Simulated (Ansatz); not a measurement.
**ZnPtC6N6: field gradients at two levels of theory**

Cell: a structure deposited in the COD whose atoms were relaxed with PBE, the cell held.

```cif
data_ZnPtC6N6
_symmetry_space_group_name_H-M 'Fm-3m'
_symmetry_Int_Tables_number 225
_cell_length_a 10.5241
_cell_length_b 10.5241
_cell_length_c 10.5241
_cell_angle_alpha 90.000
_cell_angle_beta 90.000
_cell_angle_gamma 90.000
loop_
_atom_site_label
_atom_site_type_symbol
_atom_site_symmetry_multiplicity
_atom_site_Wyckoff_symbol
_atom_site_fract_x
_atom_site_fract_y
_atom_site_fract_z
Zn Zn 4 b 0.5000 0.5000 0.5000
Pt Pt 4 a 0.0000 0.0000 0.0000
C C 24 e 0.5000 0.5000 0.1902
N N 24 e 0.5000 0.5000 0.3001
```

One atom of each set is listed; the run and its k-mesh use a cell of 14 atoms with edges of 7.44, 7.44, 7.44 Å.

First run. Method: Kohn–Sham DFT in Ansatz, PBE, plane waves and PAW, scalar-relativistic, 420 eV cutoff, Γ-centred 5×5×5 k-points, Fermi–Dirac smearing 0.05 eV.

| site | V_zz (10²¹ V/m²) | η |
| --- | --- | --- |
| C | -3.78 | 0.00 |
| N | -5.81 | 0.00 |

Second run. The same atoms and settings, except that the functional is r2SCAN and the cutoff is 500 eV.

Problem. What does the second run give?

Solution. 

```csv
site,V_zz,η,change of V_zz
C,-4.13,0.00,-0.35
N,-6.09,0.00,-0.28
```

The largest change of V_zz is on C, from -3.78 to -4.13. In per cent, |V_zz| changes by +9 on C, +5 on N (all sites that start above 0.5). Sites without a gradient aren't listed.

Without spin–orbit coupling the gradients at and beside Pt can be off by some per cent, at some sites by more. The database entry as given showed forces above 3 eV/Å or a pressure above 30 GPa, though relaxing it moves no atom far.
For the second run: The largest force is 0.8 eV/Å, so the atoms aren't at the calculated equilibrium and relaxing them would move these values.
